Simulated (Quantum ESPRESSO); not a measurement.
## Ga2AlInP4 (finding a planted mistake in a log)

Simulated, not a measurement. The program is pw.x of Quantum ESPRESSO 7.5 (plane-wave density functional theory). The cell is made up: 8 atoms on a zincblende/diamond lattice, with randomly drawn elements, strain and displacements, not relaxed. PseudoDojo standard norm-conserving files (v0.5 for PBE, v0.4.1 for LDA and PBEsol) set the functional; there is no spin polarisation, spin-orbit coupling or dispersion term, and the masses in the input are unused placeholders.

Intended input:

```
&control calculation='scf', pseudo_dir='./dojo.nc.sr.pbe.v0_5.standard.upf', outdir='./o', disk_io='medium', tprnfor=.true., tstress=.true. /
&system ibrav=0, nat=8, ntyp=4, nbnd=37, ecutwfc=79.96652505, nosym=.true., tot_charge=0,
 occupations='smearing', smearing='fd', degauss=0.0018374661
/
&electrons conv_thr=7.350e-09, electron_maxstep=60, /
ATOMIC_SPECIES
Al 1.0 Al.upf
Ga 1.0 Ga.upf
In 1.0 In.upf
P 1.0 P.upf
CELL_PARAMETERS angstrom
5.7912 -0.0477 0.0459
-0.0477 5.7529 -0.0465
0.0459 -0.0465 5.6676
ATOMIC_POSITIONS angstrom
Ga 0.012 -0.0114 -0.0314
Ga 0.0154 2.8813 2.7881
Al 2.9397 -0.0384 2.8821
In 2.8898 2.8994 -0.0081
P 1.4259 1.4124 1.4577
P 1.4399 4.2831 4.2156
P 4.3886 1.3979 4.2881
P 4.3855 4.2571 1.3935
K_POINTS automatic
4 4 4 1 1 1
```

The log is shortened where brackets say so; the opening notice, blank lines, dates and the lines on written files are dropped, and the path of the files is cut. It prints rydbergs, bohrs and kilobars, and counts compression as positive stress.

Log of the intended run:

```
     Program PWSCF v.7.5
     Parallel version (MPI & OpenMP), running on       1 processor cores
     Number of MPI processes:                 1
     Threads/MPI process:                     1
     [start-up lines left out]
     bravais-lattice index     =            0
     lattice parameter (alat)  =      10.9445  a.u.
     unit-cell volume          =    1273.9879 (a.u.)^3
     number of atoms/cell      =            8
     number of atomic types    =            4
     number of electrons       =        62.00
     number of Kohn-Sham states=           37
     kinetic-energy cutoff     =      79.9665  Ry
     charge density cutoff     =     319.8661  Ry
     scf convergence threshold =      7.3E-09
     mixing beta               =       0.7000
     number of iterations used =            8  plain     mixing
     Exchange-correlation= PBE
                           (   1   4   3   4   0   0   0)
     [axes and pseudopotential details left out]
   Cartesian axes
     site n.     atom                  positions (alat units)
         1        Ga     tau(   1) = (   0.0020720  -0.0019684  -0.0054217  )
         2        Ga     tau(   2) = (   0.0026590   0.4974982   0.4814059  )
         3        Al     tau(   3) = (   0.5075818  -0.0066303   0.4976364  )
         4        In     tau(   4) = (   0.4989659   0.5006235  -0.0013986  )
         5        P      tau(   5) = (   0.2462023   0.2438713   0.2516930  )
         6        P      tau(   6) = (   0.2486196   0.7395393   0.7278845  )
         7        P      tau(   7) = (   0.7577554   0.2413677   0.7404027  )
         8        P      tau(   8) = (   0.7572202   0.7350501   0.2406080  )
     number of k points=    32  Fermi-Dirac smearing, width (Ry)=  0.0018
                       cart. coord. in units 2pi/alat
        k(    1) = (   0.1250490   0.1279100   0.1277711), wk =   0.0625000
        k(    2) = (   0.1230408   0.1299585   0.3832729), wk =   0.0625000
     [further k points left out]
     Dense  grid:   123011 G-vectors     FFT dimensions: (  64,  64,  64)
     Estimated max dynamical RAM per process >     163.71 MB
     Initial potential from superposition of free atoms
     starting charge      61.9877, renormalised to      62.0000
     Starting wfcs are   47 randomized atomic wfcs
     total cpu time spent up to now is       15.0 secs
     per-process dynamical memory:    96.2 Mb
     Self-consistent Calculation
     iteration #  1     ecut=    79.97 Ry     beta= 0.70
     Davidson diagonalization with overlap
     ethr =  1.00E-02,  avg # of iterations =  4.0
     Threshold (ethr) on eigenvalues was too large:
     Diagonalizing with lowered threshold
     Davidson diagonalization with overlap
     ethr =  5.31E-04,  avg # of iterations =  2.0
     total cpu time spent up to now is       67.0 secs
     total energy              =    -498.94040949 Ry
     estimated scf accuracy    <       0.33486351 Ry
     iteration #  2     ecut=    79.97 Ry     beta= 0.70
     Davidson diagonalization with overlap
     ethr =  5.40E-04,  avg # of iterations =  2.3
     total cpu time spent up to now is       91.7 secs
     total energy              =    -499.02513685 Ry
     estimated scf accuracy    <       0.08408825 Ry
     [iterations 3 to 8 left out]
     iteration #  9     ecut=    79.97 Ry     beta= 0.70
     Davidson diagonalization with overlap
     ethr =  8.85E-11,  avg # of iterations =  5.0
     total cpu time spent up to now is      324.6 secs
     total energy              =    -499.04040052 Ry
     estimated scf accuracy    <       0.00000008 Ry
     iteration # 10     ecut=    79.97 Ry     beta= 0.70
     Davidson diagonalization with overlap
     ethr =  8.85E-11,  avg # of iterations =  2.0
     total cpu time spent up to now is      348.6 secs
     End of self-consistent calculation
     [lines on levels left out]
!    total energy              =    -499.04040052 Ry
     estimated scf accuracy    <          6.1E-09 Ry
     smearing contrib. (-TS)   =      -0.00000000 Ry
     internal energy E=F+TS    =    -499.04040052 Ry
     The total energy is F=E-TS. E is the sum of the following terms:
     one-electron contribution =    -244.96839520 Ry
     hartree contribution      =     163.06575989 Ry
     xc contribution           =    -142.21472522 Ry
     ewald contribution        =    -274.92304000 Ry
     convergence has been achieved in  10 iterations
     Forces acting on atoms (cartesian axes, Ry/au):
     atom    1 type  2   force =     0.00049745    0.01333890    0.00697444
     atom    2 type  2   force =    -0.00329484   -0.00680691    0.00374888
     atom    3 type  1   force =     0.00246893    0.00385404   -0.00941723
     atom    4 type  3   force =    -0.02223282   -0.01125860    0.00540469
     atom    5 type  4   force =    -0.00398524   -0.02596959    0.01095700
     atom    6 type  4   force =    -0.01183399    0.02303546   -0.02509126
     atom    7 type  4   force =     0.02540865   -0.03686972   -0.03429708
     atom    8 type  4   force =     0.01297186    0.04067643    0.04172056
     Total force =     0.099565     Total SCF correction =     0.000242
     Computing stress (Cartesian axis) and pressure
          total   stress  (Ry/bohr**3)                   (kbar)     P=      -33.73
  -0.00026006   0.00004826  -0.00004523          -38.26        7.10       -6.65
   0.00004826  -0.00024384   0.00008435            7.10      -35.87       12.41
  -0.00004523   0.00008435  -0.00018392           -6.65       12.41      -27.06
     init_run     :     11.65s CPU     14.93s WALL (       1 calls)
     electrons    :    314.37s CPU    333.62s WALL (       1 calls)
     forces       :      4.06s CPU      4.14s WALL (       1 calls)
     stress       :     18.64s CPU     19.62s WALL (       1 calls)
     [timing details left out]
     PWSCF        :   5m48.94s CPU   6m12.82s WALL
     JOB DONE.
```

A second run was made from an input with one planted mistake. Its log:

```
     Program PWSCF v.7.5
     Parallel version (MPI & OpenMP), running on       1 processor cores
     Number of MPI processes:                 1
     Threads/MPI process:                     1
     [start-up lines left out]
     bravais-lattice index     =            0
     lattice parameter (alat)  =      11.0955  a.u.
     unit-cell volume          =    1327.4574 (a.u.)^3
     number of atoms/cell      =            8
     number of atomic types    =            4
     number of electrons       =        62.00
     number of Kohn-Sham states=           37
     kinetic-energy cutoff     =      79.9665  Ry
     charge density cutoff     =     319.8661  Ry
     scf convergence threshold =      7.3E-09
     mixing beta               =       0.7000
     number of iterations used =            8  plain     mixing
     Exchange-correlation= PBE
                           (   1   4   3   4   0   0   0)
     [axes and pseudopotential details left out]
   Cartesian axes
     site n.     atom                  positions (alat units)
         1        Ga     tau(   1) = (   0.0020778  -0.0019757  -0.0054160  )
         2        Ga     tau(   2) = (   0.0026569   0.4975063   0.4814115  )
         3        Al     tau(   3) = (   0.5075889  -0.0066252   0.4976425  )
         4        In     tau(   4) = (   0.4989710   0.5006230  -0.0013966  )
         5        P      tau(   5) = (   0.2462069   0.2438736   0.2516911  )
         6        P      tau(   6) = (   0.2486254   0.7395405   0.7278910  )
         7        P      tau(   7) = (   0.7577642   0.2413700   0.7404091  )
         8        P      tau(   8) = (   0.7572192   0.7350442   0.2406036  )
     number of k points=    32  Fermi-Dirac smearing, width (Ry)=  0.0018
                       cart. coord. in units 2pi/alat
        k(    1) = (   0.1250507   0.1279094   0.1277707), wk =   0.0625000
        k(    2) = (   0.1230439   0.1299561   0.3832723), wk =   0.0625000
     [further k points left out]
     Dense  grid:   128207 G-vectors     FFT dimensions: (  64,  64,  64)
     Estimated max dynamical RAM per process >     169.59 MB
     Initial potential from superposition of free atoms
     starting charge      61.9877, renormalised to      62.0000
     Starting wfcs are   47 randomized atomic wfcs
     total cpu time spent up to now is       15.4 secs
     per-process dynamical memory:   107.8 Mb
     Self-consistent Calculation
     iteration #  1     ecut=    79.97 Ry     beta= 0.70
     Davidson diagonalization with overlap
     ethr =  1.00E-02,  avg # of iterations =  4.0
     Threshold (ethr) on eigenvalues was too large:
     Diagonalizing with lowered threshold
     Davidson diagonalization with overlap
     ethr =  5.25E-04,  avg # of iterations =  2.0
     total cpu time spent up to now is       81.8 secs
     total energy              =    -498.92300422 Ry
     estimated scf accuracy    <       0.33050567 Ry
     iteration #  2     ecut=    79.97 Ry     beta= 0.70
     Davidson diagonalization with overlap
     ethr =  5.33E-04,  avg # of iterations =  2.5
     total cpu time spent up to now is      116.0 secs
     total energy              =    -499.00748711 Ry
     estimated scf accuracy    <       0.09254101 Ry
     [iterations 3 to 9 left out]
     iteration # 10     ecut=    79.97 Ry     beta= 0.70
     Davidson diagonalization with overlap
     ethr =  1.28E-10,  avg # of iterations =  2.0
     total cpu time spent up to now is      461.7 secs
     total energy              =    -499.02422761 Ry
     estimated scf accuracy    <          8.6E-09 Ry
     iteration # 11     ecut=    79.97 Ry     beta= 0.70
     Davidson diagonalization with overlap
     ethr =  1.39E-11,  avg # of iterations =  3.1
     total cpu time spent up to now is      511.0 secs
     End of self-consistent calculation
     [lines on levels left out]
!    total energy              =    -499.02422761 Ry
     estimated scf accuracy    <          1.9E-10 Ry
     smearing contrib. (-TS)   =      -0.00000000 Ry
     internal energy E=F+TS    =    -499.02422761 Ry
     The total energy is F=E-TS. E is the sum of the following terms:
     one-electron contribution =    -250.82940683 Ry
     hartree contribution      =     165.05002432 Ry
     xc contribution           =    -142.06437665 Ry
     ewald contribution        =    -271.18046845 Ry
     convergence has been achieved in  11 iterations
     Forces acting on atoms (cartesian axes, Ry/au):
     atom    1 type  2   force =     0.00092000    0.01142374    0.00716732
     atom    2 type  2   force =    -0.00226112   -0.00707889    0.00345293
     atom    3 type  1   force =     0.00212786    0.00355119   -0.00771958
     atom    4 type  3   force =    -0.01916444   -0.01098966    0.00539509
     atom    5 type  4   force =    -0.00307732   -0.02255026    0.00935841
     atom    6 type  4   force =    -0.01004675    0.02164512   -0.02304212
     atom    7 type  4   force =     0.02131089   -0.03323160   -0.03179540
     atom    8 type  4   force =     0.01019088    0.03723035    0.03718335
     Total force =     0.089396     Total SCF correction =     0.000060
     Computing stress (Cartesian axis) and pressure
          total   stress  (Ry/bohr**3)                   (kbar)     P=      -54.64
  -0.00040312   0.00004397  -0.00004039          -59.30        6.47       -5.94
   0.00004397  -0.00038524   0.00007321            6.47      -56.67       10.77
  -0.00004039   0.00007321  -0.00032590           -5.94       10.77      -47.94
     init_run     :     13.62s CPU     15.22s WALL (       1 calls)
     electrons    :    465.93s CPU    495.65s WALL (       1 calls)
     forces       :      9.29s CPU      9.98s WALL (       1 calls)
     stress       :     27.76s CPU     29.92s WALL (       1 calls)
     [timing details left out]
     PWSCF        :   8m36.99s CPU   9m12.71s WALL
     JOB DONE.
```

Question: what was wrong in the second input?

Answer: the cell and the positions are scaled by a wrong factor. The input lines that differ, file-writing options aside:

```
- 5.7912 -0.0477 0.0459
+ 5.8711 -0.0484 0.0465
- -0.0477 5.7529 -0.0465
+ -0.0484 5.8323 -0.0471
- 0.0459 -0.0465 5.6676
+ 0.0465 -0.0471 5.7458
- Ga 0.012 -0.0114 -0.0314
+ Ga 0.0122 -0.0116 -0.0318
- Ga 0.0154 2.8813 2.7881
+ Ga 0.0156 2.9211 2.8266
- Al 2.9397 -0.0384 2.8821
+ Al 2.9803 -0.0389 2.9219
- In 2.8898 2.8994 -0.0081
+ In 2.9297 2.9394 -0.0082
- P 1.4259 1.4124 1.4577
+ P 1.4456 1.4319 1.4778
- P 1.4399 4.2831 4.2156
+ P 1.4598 4.3422 4.2738
- P 4.3886 1.3979 4.2881
+ P 4.4492 1.4172 4.3473
- P 4.3855 4.2571 1.3935
+ P 4.446 4.3158 1.4127
```

|  | intended run | run with the mistake |
| --- | --- | --- |
| free energy (eV) | -6789.791 | -6789.571 |
| smearing term -TS (eV) | 0.0000 | 0.0000 |
| pressure (GPa) | -3.37 | -5.46 |
| largest force component (eV/Å) | 1.073 | 0.957 |
| largest change of a force component (eV/Å) |  | 0.117 |
| iterations | 10 | 11 |

For scale, a rerun of the intended cell at 1377 eV and a 6 x 6 x 6 mesh moved values by no more than 0.008 eV in energy, 0.02 GPa in stress and 0.002 eV/Å in force.